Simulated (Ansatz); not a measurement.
# Y$_{2}$Ti$_{2}$S$_{2}$O$_{5}$: computed property card

Y2Ti2S2O5:
```xyz
11
Lattice="-1.8848 1.8848 11.4838 1.8848 -1.8848 11.4838 1.8848 1.8848 -11.4838" Properties=species:S:1:pos:R:3 pbc="T T T"
Y      0.0000     0.0000    15.2984
Y      0.0000     0.0000     7.6691
Ti     0.0000     0.0000    21.1693
Ti     0.0000     0.0000     1.7982
S      0.0000     0.0000    18.2666
S      0.0000     0.0000     4.7009
O      0.0000     0.0000     0.0000
O      0.0000     1.8848     9.2072
O      1.8848     0.0000     2.2765
O      1.8848     0.0000     9.2072
O      0.0000     1.8848     2.2765
```

Space group I4/mmm (No. 139); conventional cell a = b = 3.770 Å, c = 22.968 Å, α = β = γ = 90.00°.

Method: r²SCAN in the plane-wave PAW code Ansatz. Structure relaxed to zero pressure with the same functional. Other levels are named where they apply.

**Cell and energy**

```json
{
  "volume_per_atom": "14.83 Å³",
  "density": "4.25 g/cm³",
  "Formation energy from the elements (no fitted shifts)": "-3.19 eV/atom"
}
```

**Electronic structure**

```json
{
 "band_gap": "1.14 eV (direct)",
 "valence_band_maximum": "at Γ",
 "conduction_band_minimum": "at Γ",
 "electron_effective_mass": "0.58 along x (mₑ)",
 "Electron effective mass with spin–orbit coupling": "0.58 along x (mₑ)",
 "Hole effective mass, band 1 of 2 at the edge": "0.65 along x (mₑ)",
 "Hole effective mass, band 2 of 2 at the edge": "0.32 along x (mₑ)",
 "Hole effective mass with spin–orbit coupling": "0.42 along x (mₑ)",
 "Gap with spin–orbit coupling": "1.10 eV"
}
```

**Charges**

```json
{
 "bader_charges": "Y +2.13, Ti +2.33, S -1.33, O -1.29 to -1.10 e"
}
```

The first step of the workflow began from a Materials Project structure, measured or hypothetical; the Crystallography Open Database copy checked does not list it. Whether it is the stable phase at ambient conditions was not checked. The cell was relaxed with r²SCAN under the symmetry of its start; whether a distortion lowers the energy is not shown. No spin polarisation was allowed. The references are the lowest solids computed at this level, not always the standard phases (solids in place of the gases). Scalar-relativistic: spin–orbit coupling is off unless named, which matters more the heavier the elements.

Potentials: the later of the program's two PAW sets.
